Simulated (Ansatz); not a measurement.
One crystal and one scan (energy over volume and axial ratio) at two levels, r2SCAN (plane waves to 500 eV, PAW, scalar-relativistic; Ansatz, a quantum-chemistry and plane-wave program) and PBE (plane waves to 420 eV, PAW, scalar-relativistic; Ansatz), each from its own relaxed cell and on its own mesh. The cell shown is that of r2SCAN.

GaN (wurtzite)

```yaml
crystal:
  lattice:
    - [3.18312, 0.00000, 0.00000]
    - [-1.59156, 2.75667, 0.00000]
    - [0.00000, 0.00000, 5.18375]
  atoms:
    - { symbol: Ga, position: [0.66667, 0.33333, 0.00099] }
    - { symbol: Ga, position: [0.33333, 0.66667, 0.50099] }
    - { symbol: N, position: [0.66667, 0.33333, 0.62421] }
    - { symbol: N, position: [0.33333, 0.66667, 0.12421] }
```

The relaxed cell is deformed in two ways at once: its volume V is scaled, and at that volume it is stretched along z (the c axis of the conventional cell) so that c/a changes. Fractional atomic positions are held.

E stands for the smeared free energy. GaN was relaxed with its symmetry unable to fall. As the atoms are clamped, bonds stretch with the cell, which overstates energies and stresses. Percentages come from the unrounded values.

Results of r2SCAN:

| Property | Value |
|---|---|
| Lattice constant a (Å) | 3.183 |
| Lattice constant c (Å) | 5.184 |
| Relaxed volume (Å³/atom) | 11.37 |
| Modulus against c/a change at fixed volume, (3/4V)·∂²E/∂(ln c/a)² (fit, atoms clamped) (GPa) | 198 |

Question: What does PBE give for the same quantities?

Answer: 
```tsv
quantity	PBE	r2SCAN − PBE
Lattice constant a (Å)	3.218	-0.035 (-1.1 %)
Lattice constant c (Å)	5.243	-0.059 (-1.1 %)
Relaxed volume (Å³/atom)	11.76	-0.39 (-3.3 %)
Modulus against c/a change at fixed volume, (3/4V)·∂²E/∂(ln c/a)² (fit, atoms clamped) (GPa)	174	+24 (+14 %)
```

r2SCAN gives the higher value for: modulus against c/a change at fixed volume. r2SCAN gives the lower value for: lattice constant a; lattice constant c; relaxed volume.

(A scan under strain: stresses follow from slopes of the energy per volume, elastic moduli from its curvatures.)
